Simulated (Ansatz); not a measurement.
An element in the bcc structure gives these cold pressures by all-electron LAPW under PBEsol (Ansatz 0.2.0, scalar-relativistic, spin-polarised).

| V (Å³/atom) | P (GPa) |
| --- | --- |
| 10.47 | 0.01 |
| 9.42 | 28.7 |
| 8.38 | 83.3 |
| 7.33 | 184.8 |
| 6.28 | 381.5 |
| 5.23 | 788.2 |
| 4.19 | 1718 |

Question: Which element is it?

Answer: Ni. Its zero-pressure volume in this structure is near 10.5 Å³/atom; the volume and the steepness of P(V) together point to it, though neighbours can come close. Neighbours weren't tried against these numbers.
